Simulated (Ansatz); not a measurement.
This cell of Li (bcc, W type) is off equilibrium:

```yaml
crystal:
  lattice:
    - [-3.47745, 3.47745, 3.47745]
    - [1.73873, -1.73873, 1.73873]
    - [1.73873, 1.73873, -1.73873]
  atoms:
    - { symbol: Li, position: [0.00000, 0.94306, 0.05694] }
    - { symbol: Li, position: [0.50000, 0.05694, 0.94306] }
```

The numbers are results of r2SCAN (plane waves to 500 eV, PAW, scalar-relativistic; Ansatz, a first-principles code), not measurements. k mesh 19×19×19 (Γ-centred), Fermi-Dirac smearing 0.05 eV. Compression counts positive. With partly filled bands, energies and forces of such displacements shift with the k mesh and the smearing. Li was relaxed with its symmetry unable to fall.

Q: What forces act on the atoms (eV/Å, Cartesian)?

A: 
```csv
atom,Fx,Fy,Fz
Li1,0.000,-0.035,0.035
Li2,0.000,0.035,-0.035
```

Q: Give the stress tensor in GPa and the pressure.

A: 
```
   -0.6      0.0      0.0
    0.0      0.2     -0.1
    0.0     -0.1      0.2
```
The pressure, a third of the trace, is 0.0 GPa.

(A displaced cell: forces are minus the slopes of the energy, force constants its curvatures, and phonons follow from these.)
